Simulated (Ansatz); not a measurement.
Given:

BiB:
Space group Fm-3m (No. 225); a = 5.2569 Å, b = 5.2569 Å, c = 5.2569 Å, α = 90.00°, β = 90.00°, γ = 90.00°

```tsv
atom	site	symmetry	x	y	z
B	4a	m-3m	0.0000	0.0000	0.0000
Bi	4b	m-3m	0.5000	0.5000	0.5000
```
(The calculation used a cell of 2 atoms; values per cell refer to that cell.)

This is the r²SCAN-relaxed structure.

Problem. All from plane-wave PAW r²SCAN (Ansatz code), unless another level is named. Give the electronic character.

Solution. metallic (no gap).

Problem. What about the formation energy from the elements (no fitted shifts)?

Solution. 1.24 eV/atom.

Problem. And the density of states at the Fermi level?

Solution. 0.45 states/eV per atom (mean over ±0.08 eV).

The cell is a constructed one: a structure type filled with these elements; neither database checked (COD, Materials Project) lists it. Its standing as an ambient phase is unchecked. The r²SCAN relaxation kept the symmetry of its start; whether a distortion lowers the energy is not shown. The references are the lowest solids computed at this level, not always the standard phases. Scalar-relativistic: spin–orbit coupling is off unless named, which matters more the heavier the elements.

Potentials: the later of the program's two PAW sets.
